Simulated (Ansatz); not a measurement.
The following input was run with Ansatz 0.2.0.

```yaml
crystal:
  lattice:
    - [6.9643104597, 0.0, 0.0]
    - [-3.4821552299, 6.0312697779, 0.0]
    - [0.0, 0.0, 4.7379335953]
  atoms:
    - { symbol: Mg, position: [0.8361091104, 0.6616703576, 0.25] }
    - { symbol: Mg, position: [0.8255612473, 0.1638908896, 0.25] }
    - { symbol: Mg, position: [0.3383296424, 0.1744387527, 0.25] }
    - { symbol: Mg, position: [0.1638908896, 0.3383296424, 0.75] }
    - { symbol: Mg, position: [0.1744387527, 0.8361091104, 0.75] }
    - { symbol: Mg, position: [0.6616703576, 0.8255612473, 0.75] }
    - { symbol: Cr, position: [0.6666666667, 0.3333333333, 0.75], spin: 0.85 }
    - { symbol: Cr, position: [0.3333333333, 0.6666666667, 0.25], spin: 0.85 }
    - { symbol: "N", position: [0.8299487957, 0.6403369528, 0.75] }
    - { symbol: "N", position: [0.8103881571, 0.1700512043, 0.75] }
    - { symbol: "N", position: [0.3596630472, 0.1896118429, 0.75] }
    - { symbol: "N", position: [0.1700512043, 0.3596630472, 0.25] }
    - { symbol: "N", position: [0.1896118429, 0.8299487957, 0.25] }
    - { symbol: "N", position: [0.6403369528, 0.8103881571, 0.25] }
basis:
  ecutwfc: 420
kpoints:
  mp_grid: { grid: [6, 6, 8] }
hamiltonian:
  xc: pbesol
scf:
  occupations: { method: gaussian, width: 0.1 }
output:
  forces: true
  stress: true
  eigenvalues: true
  populations: true
magnetization:
  spin_polarized: true
```

Launched with
```bash
ansatz run input.yaml --threads 2 --pin off --max-ram 2662MiB --backend cpu --events-out ev --progress --plain --runs-dir out
```

Computed with DFT PBEsol, scalar-relativistic, plane waves, PAW in Ansatz 0.2.0.

Abridged output:

```
Pseudopotentials: kind: paw
Pseudopotential: Mg, paw, valence charge 10, recommended cutoff 420 eV (normal)
Pseudopotential: Cr, paw, valence charge 14, recommended cutoff 420 eV (normal)
Pseudopotential: N, paw, valence charge 5, recommended cutoff 420 eV (normal)
Functional definition: PBEsol
Crystal: 14 atoms, lattice volume = 199.010 Å³
Basis set: ecut = 420 eV, 3897 PW (Γ), exchange–correlation on 96×96×64 points (8 copies of the dense FFT grid, shifted against one another)
Bands: 74, of which v1, the nominal top of the filled ones, is band 59 counted from 1 (58 counted from 0)
Symmetry: 12 space group operations
Space group: P63/m (ITA 176), of the structure as read, at distance tolerance 5.8e-5 Å
Magnetic group: BNS 176.143 (UNI 1373), of the structure as read, at distance tolerance 5.8e-5 Å
k-points: 40 of 288
Initial density: superposition of atomic densities (chi_scale 0.1, normalization cell, long waves kept (reshape's long-wave potential 0.08 eV rms))
Starting moments: Σ|m| = 1.7 μB on 2 of 14 sites
Initial wavefunctions: pseudopotential atomic-orbital guess
Functional: x = pbesol(κ = 0.804, μ = 0.12345679), c = pbesol(β = 0.046)
SCF iter   1: F=—  HF=-20453.995944 eV  |F-HF|=—  |Δ(HF+E_count)|=         —  Δρ=5.48e-2 (↑4.45e-2 ↓5.48e-2) dr2=2.12e1  dr2_m=1.77e-1  M=1.983 μB ∫|m|=2.247 μB  β_m=0.30  ethr=3.10e-3  ⟨swp⟩=6.1  Hψ=24335  notcnv=0
Mixer restart at iter 1: flushing history
spin=Collinear: Kerker preconditioning applied to the charge; magnetization (m = ρ↑ − ρ↓) channel mixes plain (no charge-response kernel on spin).
SCF iter   2: F=—  HF=-20450.805845 eV  |F-HF|=—  |Δ(HF+E_count)|=    3.19e0  Δρ=2.91e-2 (↑2.08e-2 ↓2.91e-2) dr2=4.24e0  dr2_m=2.07e-1  M=2.000 μB ∫|m|=2.436 μB  β_m=0.40  ethr=3.10e-3  ⟨swp⟩=3.0  Hψ=11406  notcnv=0  defer=520
SCF iter   3: F=—  HF=-20449.838384 eV  |F-HF|=—  |Δ(HF+E_count)|=   9.67e-1  Δρ=1.44e-2 (↑1.44e-2 ↓1.28e-2) dr2=8.60e-1  dr2_m=8.55e-2  M=2.000 μB ∫|m|=2.603 μB  β_m=0.69  ethr=3.10e-3  ⟨swp⟩=2.0  Hψ=8014  notcnv=0  defer=577
SCF iter   4: F=—  HF=-20449.859794 eV  |F-HF|=—  |Δ(HF+E_count)|=   2.14e-2  Δρ=3.66e-3 (↑3.66e-3 ↓2.75e-3) dr2=2.02e-1  dr2_m=2.22e-3  M=2.000 μB ∫|m|=2.760 μB  β_m=0.85  ethr=7.29e-4  ⟨swp⟩=2.5  Hψ=10552  notcnv=0  defer=580
SCF iter   5: F=—  HF=-20449.825245 eV  |F-HF|=—  |Δ(HF+E_count)|=   3.45e-2  Δρ=1.62e-3 (↑1.62e-3 ↓1.42e-3) dr2=3.00e-2  dr2_m=2.04e-4  M=2.000 μB ∫|m|=2.819 μB  β_m=0.83  ethr=1.71e-4  ⟨swp⟩=2.0  Hψ=8002  notcnv=0  defer=592
SCF iter   6: F=—  HF=-20449.827242 eV  |F-HF|=—  |Δ(HF+E_count)|=   2.00e-3  Δρ=1.54e-3 (↑1.54e-3 ↓1.12e-3) dr2=1.72e-2  dr2_m=1.25e-4  M=2.000 μB ∫|m|=2.828 μB  β_m=0.92  ethr=2.54e-5  ⟨swp⟩=2.0  Hψ=8275  notcnv=0  defer=594
SCF iter   7: F=—  HF=-20449.832032 eV  |F-HF|=—  |Δ(HF+E_count)|=   4.79e-3  Δρ=4.04e-4 (↑4.04e-4 ↓3.57e-4) dr2=2.36e-3  dr2_m=2.13e-6  M=2.000 μB ∫|m|=2.832 μB  β_m=0.95  ethr=1.45e-5  ⟨swp⟩=2.0  Hψ=7493  notcnv=0  defer=592
SCF iter   8: F=—  HF=-20449.831677 eV  |F-HF|=—  |Δ(HF+E_count)|=   3.54e-4  Δρ=4.41e-4 (↑4.41e-4 ↓3.53e-4) dr2=1.76e-3  dr2_m=4.09e-6  M=2.000 μB ∫|m|=2.838 μB  β_m=0.98  ethr=2.00e-6  ⟨swp⟩=2.0  Hψ=10556  notcnv=0  defer=591
SCF iter   9: F=—  HF=-20449.831669 eV  |F-HF|=—  |Δ(HF+E_count)|=   8.26e-6  Δρ=1.61e-4 (↑1.61e-4 ↓1.54e-4) dr2=3.54e-4  dr2_m=2.62e-7  M=2.000 μB ∫|m|=2.837 μB  β_m=0.99  ethr=1.49e-6  ⟨swp⟩=1.8  Hψ=6319  notcnv=0  defer=589
SCF iter  10: F=—  HF=-20449.831633 eV  |F-HF|=—  |Δ(HF+E_count)|=   3.64e-5  Δρ=4.41e-5 (↑4.41e-5 ↓3.42e-5) dr2=1.42e-5  dr2_m=1.71e-7  M=2.000 μB ∫|m|=2.836 μB  β_m=0.86  ethr=3.00e-7  ⟨swp⟩=2.0  Hψ=7313  notcnv=0  defer=589
SCF iter  11: F=—  HF=-20449.831721 eV  |F-HF|=—  |Δ(HF+E_count)|=   8.87e-5  Δρ=1.68e-5 (↑1.68e-5 ↓1.40e-5) dr2=3.09e-6  dr2_m=6.78e-9  M=2.000 μB ∫|m|=2.836 μB  β_m=0.93  ethr=1.21e-8  ⟨swp⟩=2.0  Hψ=10686  notcnv=0  defer=587
SCF iter  12: F=—  HF=-20449.831722 eV  |F-HF|=—  |Δ(HF+E_count)|=   6.96e-8  Δρ=4.35e-6 (↑4.35e-6 ↓3.97e-6) dr2=2.89e-7  dr2_m=4.84e-10  M=2.000 μB ∫|m|=2.836 μB  β_m=0.96  ethr=2.62e-9  ⟨swp⟩=2.0  Hψ=6850  notcnv=0  defer=587
SCF iter  13: F=-20449.831721 eV  HF=-20449.831721 eV  |F-HF|=9.51e-9  |Δ(HF+E_count)|=   2.66e-8  Δρ=1.22e-6 (↑1.22e-6 ↓1.02e-6) dr2=1.81e-8  dr2_m=1.08e-10  M=2.000 μB ∫|m|=2.836 μB  ethr=8.47e-11  ⟨swp⟩=9.6  Hψ=25179  notcnv=0
SCF 1 converged in 13 iterations: F = -20449.831721 eV  dr2 = 1.81e-8
SCF converged after 13 iterations
Magnetization: 2.0000 μB (60.0000 up, 58.0000 down)
Absolute magnetization: 2.8363 μB (∫|ρ↑−ρ↓|, with the PAW one-centre terms)
Spin contamination: 0.1006 ħ² per cell (⟨S²⟩ above its minimum at these occupations)
Per-site moments (μB) at R_I (Å): [(-0.00072343, 0.85971705), (-0.00072343, 0.85971705), (-0.00072343, 0.85971705), (-0.00072343, 0.85971705), (-0.00072343, 0.85971705), (-0.00072343, 0.85971705), (0.88893831, 0.76431053), (0.88893831, 0.76431053), (-0.04155159, 0.76431053), (-0.04155159, 0.76431053), (-0.04155159, 0.76431053), (-0.04155159, 0.76431053), (-0.04155159, 0.76431053), (-0.04155159, 0.76431053)]
Free energy (F): -20449.831721 eV
Harris-Foulkes:  -20449.831721 eV  (|F-HF|=9.51e-9)
Internal energy: -20449.812407 eV  (E = F + TS)
E sigma→0 (E₀):  -20449.822064 eV
Entropy (-TS):   -0.019314 eV (-1.380 meV/atom)
Fermi energy:    7.775653 eV
--- Per-component energies (eV) ---
  E_band       = -2624.117773
  E_kinetic    = 1898.261966
  E_local      = -14431.190161  (includes V_loc(G=0)·N_el)
  E_nonlocal   = 1007.457304
  E_hartree    = 5336.023889
  E_xc         = -799.982427
  E_vxc        = -1025.819845  (∫ρ·V_xc dr)
  E_paw        = -4750.702287  (= ΣΔE_a)
  E_vpaw       = -744.874443  (= ΣTr[D̂ρ^β])
  E_aug_tail   = 0.001174  (compensation charges beyond the density's cutoff)
  E_ewald      = -8710.523631
  E_core_change = 0.841766  (= ΣΔE_core)
  E_smearing   = -0.019314  (= −TS)
--- Forces (eV/Å), atoms counted from 1 ---
  atom   1  Mg     0.18944185    -0.13786034     0.00000000
  atom   2  Mg    -0.21411148    -0.09513128     0.00000000
  atom   3  Mg     0.02466963     0.23299162     0.00000000
  atom   4  Mg    -0.18944185     0.13786034     0.00000000
  atom   5  Mg     0.21411148     0.09513128     0.00000000
  atom   6  Mg    -0.02466963    -0.23299162     0.00000000
  atom   7  Cr     0.00000000     0.00000000     0.00000000
  atom   8  Cr     0.00000000     0.00000000     0.00000000
  atom   9  N     -0.28297088    -1.75314899     0.00000000
  atom  10  N     -1.37678612     1.12163446     0.00000000
  atom  11  N      1.65975700     0.63151453     0.00000000
  atom  12  N      0.28297088     1.75314899     0.00000000
  atom  13  N      1.37678612    -1.12163446     0.00000000
  atom  14  N     -1.65975700    -0.63151453     0.00000000
--- Stress (GPa, compression-positive) ---
      -13.174742       0.000000       0.000000
        0.000000     -13.174742       0.000000
        0.000000       0.000000     -12.734406
  P = ⅓ Tr σ = -13.0280 GPa (-130.280 kbar)
--- Band table (eV; the first three rows and the last of 80) ---
  k-point 0 ↑: bands = ["-67.4240", "-67.4229", "-67.4229", "-67.4215", "-67.4215", "-67.4213", "-64.8979", "-64.8979", "-36.5113", "-36.5113", "-36.5110", "-36.5110", "-36.0532", "-36.0530", "-34.4259", "-34.4186", "-34.4164", "-34.4164", "-34.4126", "-34.4126", "-34.3714", "-34.3647", "-34.3647", "-34.3526", "-34.3526", "-34.3470", "-34.3330", "-34.3330", "-34.3323", "-34.3256", "-34.3256", "-34.3185", "-7.0173", "-6.1718", "-6.1718", "-5.9382", "-5.6973", "-5.6973", "2.2049", "2.7326", "2.7326", "2.9948", "3.6048", "3.6048", "3.6181", "3.7232", "3.7232", "4.1446", "4.1446", "4.4136", "4.4136", "4.5505", "4.5505", "4.7304", "4.8298", "5.2870", "5.6232", "6.2794", "7.4366", "7.4366", "8.122 ...
  k-point 1 ↑: bands = ["-67.4239", "-67.4229", "-67.4229", "-67.4216", "-67.4216", "-67.4214", "-64.8979", "-64.8979", "-36.5113", "-36.5113", "-36.5110", "-36.5110", "-36.0532", "-36.0530", "-34.4256", "-34.4190", "-34.4163", "-34.4163", "-34.4128", "-34.4128", "-34.3704", "-34.3647", "-34.3647", "-34.3535", "-34.3535", "-34.3480", "-34.3322", "-34.3322", "-34.3318", "-34.3254", "-34.3254", "-34.3190", "-6.9756", "-6.1479", "-6.1479", "-5.9768", "-5.7081", "-5.7081", "2.2440", "2.6668", "2.6668", "2.8085", "3.6254", "3.6254", "3.7204", "3.7204", "3.7715", "3.7715", "3.7916", "4.5862", "4.6366", "4.6366", "4.7131", "4.7131", "4.7736", "5.4225", "5.8273", "6.2086", "7.4429", "7.4429", "8.094 ...
  k-point 2 ↑: bands = ["-67.4236", "-67.4227", "-67.4227", "-67.4217", "-67.4217", "-67.4217", "-64.8979", "-64.8979", "-36.5112", "-36.5112", "-36.5110", "-36.5110", "-36.0533", "-36.0531", "-34.4250", "-34.4200", "-34.4160", "-34.4160", "-34.4132", "-34.4132", "-34.3676", "-34.3644", "-34.3644", "-34.3560", "-34.3560", "-34.3506", "-34.3304", "-34.3304", "-34.3303", "-34.3250", "-34.3250", "-34.3205", "-6.8566", "-6.0889", "-6.0819", "-6.0819", "-5.7426", "-5.7426", "2.3406", "2.5517", "2.5517", "2.5763", "3.2845", "3.2845", "3.6641", "3.6641", "3.7315", "3.7315", "3.9320", "4.1846", "4.8311", "4.8311", "4.9040", "4.9862", "4.9862", "5.8663", "5.9722", "6.2158", "7.4757", "7.4757", "8.007 ...
  k-point 39 ↓: bands = ["-67.4233", "-67.4233", "-67.4232", "-67.4232", "-67.4230", "-67.4230", "-63.7348", "-63.7348", "-35.5089", "-35.5089", "-35.5089", "-35.5089", "-34.6390", "-34.6390", "-34.4219", "-34.4219", "-34.4202", "-34.4202", "-34.4177", "-34.4177", "-34.3607", "-34.3607", "-34.3597", "-34.3597", "-34.3563", "-34.3563", "-34.3285", "-34.3285", "-34.3275", "-34.3275", "-34.3260", "-34.3260", "-6.3517", "-6.3517", "-6.1071", "-6.1071", "-5.9413", "-5.9413", "2.1382", "2.1382", "2.7242", "2.7242", "3.1058", "3.1058", "3.9682", "3.9682", "4.0349", "4.0349", "4.3548", "4.3548", "4.4729", "4.4729", "5.2355", "5.2355", "5.6022", "5.6022", "7.4141", "7.4141", "8.2478", "8.2478", "8.67 ...
--- Löwdin populations: 14 sites ---
  site symbol q [e]    m [muB]
     0     Mg      8.5871    -0.0049
     1     Mg      8.5871    -0.0049
     2     Mg      8.5871    -0.0049
     3     Mg      8.5871    -0.0049
     4     Mg      8.5871    -0.0049
     5     Mg      8.5871    -0.0049
     6     Cr     13.6454     1.1377
     7     Cr     13.6454     1.1377
     8      N      6.3329    -0.0486
     9      N      6.3329    -0.0486
    10      N      6.3329    -0.0486
    11      N      6.3329    -0.0486
    12      N      6.3329    -0.0486
    13      N      6.3329    -0.0486
  spilling = 0.010080 (of n_electrons = 118.000000)
```

The run converged.

Moments started parallel, and an antiferromagnetic order may lie lower.